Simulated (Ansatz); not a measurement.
Values for one crystal, relaxed and computed with the program Ansatz at the LDA level (PAW); other levels are named.

| Item | Value |
|---|---|
| Volume per atom | 23.11 Å³ |
| Band gap | 0.56 eV (indirect) |
| Valence-band maximum | on the K–Γ line, 81 % of the way from K |
| Formation energy from the elements (no fitted shifts) | -0.36 eV/atom |
| Bulk modulus (Birch–Murnaghan fit) | 28.9 GPa |
| Zone-centre stability | no imaginary mode at Γ |
| Electron effective mass | 0.19, 0.26, 0.66 mₑ (principal values) |

Task: Which of these materials gives this?
A) GeTePb2Se2, P3m1 (Pearson symbol hP6)
B) Ag2S, C2/m (Ag on 2a, Ag on 4i, Ag on 2c, S on 4i)
C) ZnCu2GeS4, I-4 (Pearson symbol tI16)
D) SnSeS, P3m1 (Sn on 1b, Se on 1a, S on 1c)

Result: D, SnSeS, P3m1 (Sn on 1b, Se on 1a, S on 1c)

The first step of the workflow began from a Materials Project structure, measured or hypothetical; the Crystallography Open Database copy checked does not list it. With Se and S taken as one species the cell has the higher symmetry P-3m1, so it may be an ordered model of a mixed-site phase. Whether it is the stable phase at ambient conditions was not checked. The LDA relaxation kept the symmetry of its start. A crystal of weakly bound layers computed without a dispersion correction: the cell and the soft elastic constants depend strongly on that. The references are the lowest solids computed at this level, not always the standard phases. Spin–orbit coupling is left out wherever it is not named.

Potentials: the later of the program's two PAW sets.
